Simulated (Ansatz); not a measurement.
Data:

AlCo:
```cif
data_AlCo
_chemical_formula_sum 'Al1 Co1'
_space_group_name_H-M_alt 'Pm-3m'
_space_group_IT_number 221
_space_group_name_Hall '-P 4 2 3'
_cell_length_a 2.82210
_cell_length_b 2.82210
_cell_length_c 2.82210
_cell_angle_alpha 90.000
_cell_angle_beta 90.000
_cell_angle_gamma 90.000
loop_
_atom_site_label
_atom_site_type_symbol
_atom_site_symmetry_multiplicity
_atom_site_Wyckoff_symbol
_atom_site_fract_x
_atom_site_fract_y
_atom_site_fract_z
_atom_site_occupancy
Al1 Al 1 a 0.00000 0.00000 0.00000 1
Co1 Co 1 b 0.50000 0.50000 0.50000 1
```

This is the r²SCAN-relaxed structure.

**Question.** All from the program Ansatz at the r²SCAN level (PAW), unless another level is named. Give the Poisson's ratio.

**Answer.** 0.22.

**Question.** Give the elastic constants (relaxed ions, GPa).

**Answer.** C11 = 334, C12 = 131, C44 = 163.

**Question.** Next, the highest zone-centre frequency?

**Answer.** 348 cm^-1.

Symmetry was held in the r²SCAN relaxation. The run is not spin-polarised. As this level gives no gap, shear constants depend on the k-mesh and smearing (Fermi–Dirac, 0.1 eV here). As this level gives no gap, phonon frequencies hold no LO–TO term and depend on the k-mesh and smearing (Fermi–Dirac, 0.1 eV here).

Potentials: the earlier of the program's two PAW sets.
